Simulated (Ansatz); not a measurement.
Nb3Ir (A15, Cr3Si type)

```
Nb3Ir
1.0
    5.08046     0.00000     0.00000
    0.00000     5.08046     0.00000
    0.00000     0.00000     5.08046
Nb Ir
6 2
Cartesian
  2.54023   1.27011   0.00000
  2.54023   3.81034   0.00000
  1.27011   0.00000   2.54023
  3.81034   0.00000   2.54023
  0.00000   2.54023   1.27011
  0.00000   2.54023   3.81034
  2.54023   2.54023   2.54023
  0.00000   0.00000   0.00000
```

The slice is a {110} plane (indices of the conventional cell) through the point (0.000, 0.000, 0.000) (fractional), spanned by u = [100] and v = [011] in vectors of this cell: u (5.08 Å) and v (7.18 Å, at 90° to u). It covers one period; positions are fractions (u, v).

The numbers are results of LDA (plane waves to 420 eV, PAW, scalar-relativistic; Ansatz, a quantum-chemistry and plane-wave program), not measurements. k mesh 9×9×9. Inside the PAW spheres the values are not all-electron values, and peaks at nuclei hang on which shells count as valence. Nb3Ir is run without spin polarisation. Nb3Ir was relaxed with its symmetry unable to fall. Spin-orbit coupling is left out, though Ir is heavy.

Q: Predict the map of the electrostatic potential energy of an electron, from the cell's mean on the slice.

A: 
```
|xxxxxxxx  ++##==..      ..==##++  xxxxxx|
|xxxxxxxx..****--    xx    --****..xxxxxx|
|xxxxxx  ++##**..  xxxxxx  ..**##++  xxxx|
|    ::**%%%%**..  xxxxxx  ..**%%%%**::  |
|++**##@@@@@@**::    xx    ::**@@@@@@##**|
|####%%@@@@@@%%++::      ::++%%@@@@@@%%##|
|====**##@@@@@@##**======**##@@@@@@##**==|
|    ::++%%@@@@@@%%######%%@@@@@@%%++::  |
|xx    ::**@@@@@@##**++**##@@@@@@**::    |
|xxxx  ..**%%%%**::      ::**%%%%**..  xx|
|xxxx  ..**##++  xxxxxxxxxx  ++##**..  xx|
|xx    --****..xxxxxxxxxxxxxx..****--    |
|    ..==##++  xxxxxxxxxxxxxx  ++##==..  |
|    ::++##++  xxxxxxxxxxxxxx  ++##++::  |
|    ..==##++  xxxxxxxxxxxxxx  ++##==..  |
|xx    --****..xxxxxxxxxxxxxx..****--    |
|xxxx  ..**##++  xxxxxxxxxx  ++##**..  xx|
|xxxx  ..**%%%%**::      ::**%%%%**..  xx|
|xx    ::**@@@@@@##**++**##@@@@@@**::    |
|    ::++%%@@@@@@%%######%%@@@@@@%%++::  |
|====**##@@@@@@##**======**##@@@@@@##**==|
|####%%@@@@@@%%++::      ::++%%@@@@@@%%##|
|++**##@@@@@@**::    xx    ::**@@@@@@##**|
|    ::**%%%%**..  xxxxxx  ..**%%%%**::  |
|xxxxxx  ++##**..  xxxxxx  ..**##++  xxxx|
|xxxxxxxx..****--    xx    --****..xxxxxx|
|xxxxxxxx  ++##==..      ..==##++  xxxxxx|
|xxxxxxxx  ++##++::      ::++##++  xxxxxx|
```
Scale: ten equal steps from 6.00 (start of ' ') to 14.02 (end of '@'), in the order ' .:-=+*#%@'. Values: electrostatic potential energy of an electron, from the cell's mean, in eV. The map has 20 points along u (two characters each, u = 0 at the left) and 28 along v (v = 0 in the bottom row). Points within 1 Å of a nucleus are blanked (x), as the pseudised field means little there. Values under 6 eV are set to 6. The zero, the cell's mean, hangs on the PAW cores.
